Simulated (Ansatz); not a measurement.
**PtP in the rocksalt structure**

The computed numbers are results of PBEsol, scalar-relativistic (no spin polarisation) in the plane-wave PAW code Ansatz at 420 eV, Γ-centred 12×12×12 mesh, 0.05 eV Gaussian smearing. The datasets are Ansatz's generated set soft_2.

```cif
data_structure
_symmetry_space_group_name_H-M 'Fm-3m'
_symmetry_Int_Tables_number 225
_cell_length_a 4.9627
_cell_length_b 4.9627
_cell_length_c 4.9627
_cell_angle_alpha 90.000
_cell_angle_beta 90.000
_cell_angle_gamma 90.000
_cell_volume 122.22
loop_
_atom_site_label
_atom_site_type_symbol
_atom_site_symmetry_multiplicity
_atom_site_Wyckoff_symbol
_atom_site_fract_x
_atom_site_fract_y
_atom_site_fract_z
_atom_site_occupancy
Pt1 Pt 4 b 0.50000 0.00000 0.00000 1
P1 P 4 a 0.00000 0.00000 0.00000 1
```

The cell came from substitution into a structure type; whether the compound takes it is for experiment to say.

The cell above was scaled in volume, its shape and atoms being fixed by the lattice's symmetry. Energies are counted from the cell above.

The cell is relaxed to zero pressure at this level.

| V (Å³/atom) | ΔE (meV/atom) | P (GPa) |
| --- | --- | --- |
| 14.67 | 15.8 | 8.7 |
| 14.97 | 3.7 | 4.1 |
| 15.28 | 0.0 | -0.1 |
| 15.58 | ? | ? |
| 15.89 | 14.0 | -7.0 |

Task: Fill in the withheld row.

Result: ΔE (meV/atom): 3.7, P (GPa): -3.7.

Task: What do the points give for the equilibrium volume, the bulk modulus and its pressure derivative (third-order Birch–Murnaghan)?

Result: V0 = 15.27 Å³/atom, B0 = 195 GPa, B0′ = 4.9.

B0·V0 = 194.9 GPa × 15.27 Å³ = 18.58 eV/atom sets the scale: near the minimum ΔE ≈ ½ B0 V0 x², with x = V/V0 − 1, and a pressure of 1.9 GPa squeezes the volume by about 1 %. At the ends of the curve: x = −4.0 % predicts 14.6 meV/atom and the run gives 15.8; x = +4.0 % predicts 15.1 meV/atom and the run gives 14.0. Compression costs more and expansion less than the parabola says, since the crystal stiffens as it shrinks; B0′ measures that.

Spin–orbit coupling, which matters for such heavy elements, is left out. The cell is a metal with an odd number of electrons, and spin polarisation wasn't tried.
